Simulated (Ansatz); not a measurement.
Input, command and steps of an Ansatz relaxation.

```yaml
crystal:
  lattice:
    - [3.3329400978, 1.9242738626, 6.0664514876]
    - [-3.3329400978, 1.9242738626, 6.0664514876]
    - [0.0, -3.8485477254, 6.0664514876]
  atoms:
    - { symbol: As, position: [0.05625, 0.44375, 0.75] }
    - { symbol: As, position: [0.75, 0.05625, 0.44375] }
    - { symbol: As, position: [0.44375, 0.75, 0.05625] }
    - { symbol: As, position: [0.94375, 0.55625, 0.25] }
    - { symbol: As, position: [0.25, 0.94375, 0.55625] }
    - { symbol: As, position: [0.55625, 0.25, 0.94375] }
    - { symbol: Se, position: [0.85218, 0.85218, 0.85218] }
    - { symbol: Se, position: [0.64782, 0.64782, 0.64782] }
    - { symbol: Se, position: [0.14782, 0.14782, 0.14782] }
    - { symbol: Se, position: [0.35218, 0.35218, 0.35218] }
basis:
  ecutwfc: 420
kpoints:
  mp_grid: { grid: [3, 3, 3] }
hamiltonian:
  xc: pbe
scf:
  occupations: { method: gaussian, width: 0.1 }
  lower_state_search: "off"
output:
  forces: true
  stress: true
  eigenvalues: true
relax:
  adjacent_minimum: "off"
  f_tol: 0.04
  max_steps: 70
  cell: { stress_tol: 0.4 }
```

```bash
ansatz run input.yaml --threads 1 --pin off --max-ram 2560MiB --backend cpu --events-out ev --progress --plain --runs-dir out
```

Level of theory: DFT PBE, scalar-relativistic, plane waves, PAW in Ansatz.

Of 7 frames 7 are shown, positions in Å and forces in eV/Å; the SCF threshold varies from step to step. Steps run on the plane waves of an earlier cell, with a Pulay correction in the pressure. The basis is chosen afresh for the last frame, the zero of the energies, and at times for earlier ones too; energy and pressure step there, also at an unchanged geometry.

```xyz
10
Lattice="3.3329 1.9243 6.0665 -3.3329 1.9243 6.0665 0.0000 -3.8485 6.0665" Properties=species:S:1:pos:R:3:forces:R:3 pbc="T T T" step=1 free_energy_over_end_meV_per_atom=56.29 pressure_GPa=4.27
As   -1.2915   -1.9243    7.5831   -0.0875    0.0000    0.0000
As    2.3122   -0.1563    7.5831    0.0437   -0.0757    0.0000
As   -1.0207    2.0806    7.5831    0.0437    0.0757    0.0000
As    1.2915    1.9243   10.6163    0.0875    0.0000    0.0000
As   -2.3122    0.1563   10.6163   -0.0437    0.0757    0.0000
As    1.0207   -2.0806   10.6163   -0.0437   -0.0757    0.0000
Se    0.0000    0.0000   15.5091    0.0000    0.0000   -0.0685
Se    0.0000    0.0000   11.7899    0.0000    0.0000    0.0685
Se    0.0000    0.0000    2.6902    0.0000    0.0000    0.0685
Se    0.0000    0.0000    6.4094    0.0000    0.0000   -0.0685
10
Lattice="3.4931 2.0168 6.0796 -3.4931 2.0168 6.0796 0.0000 -4.0335 6.0796" Properties=species:S:1:pos:R:3:forces:R:3 pbc="T T T" step=2 free_energy_over_end_meV_per_atom=31.41 pressure_GPa=-1.74
As   -1.3466   -2.0168    7.5995   -0.0017    0.0000    0.0000
As    2.4199   -0.1578    7.5995    0.0009   -0.0015    0.0000
As   -1.0733    2.1745    7.5995    0.0009    0.0015    0.0000
As    1.3466    2.0168   10.6393    0.0017    0.0000    0.0000
As   -2.4199    0.1578   10.6393   -0.0009    0.0015    0.0000
As    1.0733   -2.1745   10.6393   -0.0009   -0.0015    0.0000
Se    0.0000    0.0000   15.5683    0.0000    0.0000    0.0827
Se    0.0000    0.0000   11.7899    0.0000    0.0000   -0.0827
Se    0.0000    0.0000    2.6705    0.0000    0.0000   -0.0827
Se    0.0000    0.0000    6.4489    0.0000    0.0000    0.0827
10
Lattice="3.5434 2.0458 5.7848 -3.5434 2.0458 5.7848 0.0000 -4.0916 5.7848" Properties=species:S:1:pos:R:3:forces:R:3 pbc="T T T" step=3 free_energy_over_end_meV_per_atom=19.87 pressure_GPa=-1.15
As   -1.4402   -2.0458    7.2310    0.1798    0.0000    0.0000
As    2.4918   -0.2243    7.2310   -0.0899    0.1557    0.0000
As   -1.0516    2.2701    7.2310   -0.0899   -0.1557    0.0000
As    1.4402    2.0458   10.1234   -0.1798    0.0000    0.0000
As   -2.4918    0.2243   10.1234    0.0899   -0.1557    0.0000
As    1.0516   -2.2701   10.1234    0.0899    0.1557    0.0000
Se    0.0000    0.0000   14.9297    0.0000    0.0000   -0.0221
Se    0.0000    0.0000   11.1019    0.0000    0.0000    0.0221
Se    0.0000    0.0000    2.4247    0.0000    0.0000    0.0221
Se    0.0000    0.0000    6.2525    0.0000    0.0000   -0.0221
10
Lattice="3.5848 2.0697 5.4897 -3.5848 2.0697 5.4897 0.0000 -4.1394 5.4897" Properties=species:S:1:pos:R:3:forces:R:3 pbc="T T T" step=4 free_energy_over_end_meV_per_atom=7.50 pressure_GPa=-0.33
As   -1.4043   -2.0697    6.8621    0.1488    0.0000    0.0000
As    2.4945   -0.1813    6.8621   -0.0744    0.1289    0.0000
As   -1.0903    2.2510    6.8621   -0.0744   -0.1289    0.0000
As    1.4043    2.0697    9.6069   -0.1488    0.0000    0.0000
As   -2.4945    0.1813    9.6069    0.0744   -0.1289    0.0000
As    1.0903   -2.2510    9.6069    0.0744    0.1289    0.0000
Se    0.0000    0.0000   14.1556    0.0000    0.0000    0.1071
Se    0.0000    0.0000   10.5479    0.0000    0.0000   -0.1071
Se    0.0000    0.0000    2.3134    0.0000    0.0000   -0.1071
Se    0.0000    0.0000    5.9211    0.0000    0.0000    0.1071
10
Lattice="3.6133 2.0862 5.3371 -3.6133 2.0862 5.3371 0.0000 -4.1723 5.3371" Properties=species:S:1:pos:R:3:forces:R:3 pbc="T T T" step=5 free_energy_over_end_meV_per_atom=2.53 pressure_GPa=-0.09
As   -1.3659   -2.0862    6.6713    0.0782    0.0000    0.0000
As    2.4896   -0.1398    6.6713   -0.0391    0.0677    0.0000
As   -1.1237    2.2259    6.6713   -0.0391   -0.0677    0.0000
As    1.3659    2.0862    9.3399   -0.0782    0.0000    0.0000
As   -2.4896    0.1398    9.3399    0.0391   -0.0677    0.0000
As    1.1237   -2.2259    9.3399    0.0391    0.0677    0.0000
Se    0.0000    0.0000   13.7918    0.0000    0.0000    0.0668
Se    0.0000    0.0000   10.2250    0.0000    0.0000   -0.0668
Se    0.0000    0.0000    2.2194    0.0000    0.0000   -0.0668
Se    0.0000    0.0000    5.7862    0.0000    0.0000    0.0668
10
Lattice="3.6371 2.0999 5.2233 -3.6371 2.0999 5.2233 0.0000 -4.1998 5.2233" Properties=species:S:1:pos:R:3:forces:R:3 pbc="T T T" step=6 free_energy_over_end_meV_per_atom=0.55 pressure_GPa=0.13
As   -1.3251   -2.0999    6.5291    0.0153    0.0000    0.0000
As    2.4811   -0.0976    6.5291   -0.0077    0.0133    0.0000
As   -1.1560    2.1975    6.5291   -0.0077   -0.0133    0.0000
As    1.3251    2.0999    9.1408   -0.0153    0.0000    0.0000
As   -2.4811    0.0976    9.1408    0.0077   -0.0133    0.0000
As    1.1560   -2.1975    9.1408    0.0077    0.0133    0.0000
Se    0.0000    0.0000   13.5276    0.0000    0.0000    0.0045
Se    0.0000    0.0000    9.9772    0.0000    0.0000   -0.0045
Se    0.0000    0.0000    2.1423    0.0000    0.0000   -0.0045
Se    0.0000    0.0000    5.6927    0.0000    0.0000    0.0045
10
Lattice="3.6371 2.0999 5.2233 -3.6371 2.0999 5.2233 0.0000 -4.1998 5.2233" Properties=species:S:1:pos:R:3:forces:R:3 pbc="T T T" step=7 free_energy_over_end_meV_per_atom=0.00 pressure_GPa=0.17
As   -1.3251   -2.0999    6.5291    0.0152    0.0000    0.0000
As    2.4811   -0.0976    6.5291   -0.0076    0.0132    0.0000
As   -1.1560    2.1975    6.5291   -0.0076   -0.0132    0.0000
As    1.3251    2.0999    9.1408   -0.0152    0.0000    0.0000
As   -2.4811    0.0976    9.1408    0.0076   -0.0132    0.0000
As    1.1560   -2.1975    9.1408    0.0076    0.0132    0.0000
Se    0.0000    0.0000   13.5276    0.0000    0.0000    0.0048
Se    0.0000    0.0000    9.9772    0.0000    0.0000   -0.0048
Se    0.0000    0.0000    2.1423    0.0000    0.0000   -0.0048
Se    0.0000    0.0000    5.6927    0.0000    0.0000    0.0048
```

The start puts this composition into another compound's structure type, which needn't suit it. At the end the space group is R-3c (tolerance 0.05 Å).

It took 60 s on 1 thread of Intel(R) Xeon(R) Platinum 8488C (Sapphire Rapids), on a shared host, peak memory 0.6 GiB.

The k mesh is coarse.